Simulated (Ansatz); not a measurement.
CuI:
```cif
data_Cu3I3
_chemical_formula_sum 'Cu3 I3'
_space_group_name_H-M_alt 'P 1'
_space_group_IT_number 1
_cell_length_a 4.16699
_cell_length_b 4.16699
_cell_length_c 9.64245
_cell_angle_alpha 90.000
_cell_angle_beta 90.000
_cell_angle_gamma 120.000
loop_
_space_group_symop_operation_xyz
  'x, y, z'
loop_
_atom_site_label
_atom_site_type_symbol
_atom_site_fract_x
_atom_site_fract_y
_atom_site_fract_z
_atom_site_occupancy
Cu1 Cu 0.49987 0.49987 0.50000 1
Cu2 Cu 0.50013 0.00000 0.83333 1
Cu3 Cu 0.00000 0.50013 0.16667 1
I1 I 0.49997 0.49997 0.00000 1
I2 I 0.50003 0.00000 0.33333 1
I3 I 0.00000 0.50003 0.66667 1
```

Relaxed with PBE+D3(BJ) in the plane-wave PAW code Ansatz. Indices refer to the conventional cell of P6_422, a = b = 4.1670 Å, c = 9.6425 Å, α = β = 90.00°, γ = 120.00°.

**Question.** Simulate the powder diffraction pattern (Fe Kα, λ = 1.93735 Å; lines above 1 %) up to 2θ = 90°.

**Answer.** Simulated powder pattern, Fe Kα, λ = 1.93735 Å (kinematic, ideal powder, no thermal factors, no anomalous dispersion; the 30 strongest lines at most, above 1 %, up to 2θ = 90°):

```
2θ (°)  d (Å)  I/Imax (%)         hkl
------  -----  ----------  ----------
31.14   3.609          23  (1 0 -1 0)
33.31   3.380          13  (1 0 -1 1)
35.08   3.214         4.1      (0003)
39.18   2.889         100  (1 0 -1 2)
47.61   2.400         1.2  (1 0 -1 3)
55.41   2.083         4.7  (1 1 -2 0)
56.80   2.036         2.9  (1 1 -2 1)
57.80   2.005          33  (1 0 -1 4)
60.86   1.913          28  (1 1 -2 2)
64.94   1.804          26  (2 0 -2 0)
69.43   1.701         1.7  (1 0 -1 5)
74.14   1.607         6.0      (0006)
75.83   1.576          15  (1 1 -2 4)
76.00   1.573         3.1  (2 0 -2 3)
82.57   1.468         3.1  (1 0 -1 6)
86.38   1.415         1.1  (1 1 -2 5)
```

The start of the workflow was typed in or built on a structure type; neither database checked (COD, Materials Project) lists it. It is not the phase usual at ambient conditions (space group No. 216). The cell was relaxed with PBE+D3(BJ) under the symmetry of its start; its stability against distortions is not shown here. The workflow began spin-polarised and lost its moments. The volume moved by -32 % from the start of the relaxation. Point labels and valley counts follow the cell and symmetry of the run, lower than the named group. Spin–orbit coupling is left out wherever it is not named.

Potentials: the earlier of the program's two PAW sets.
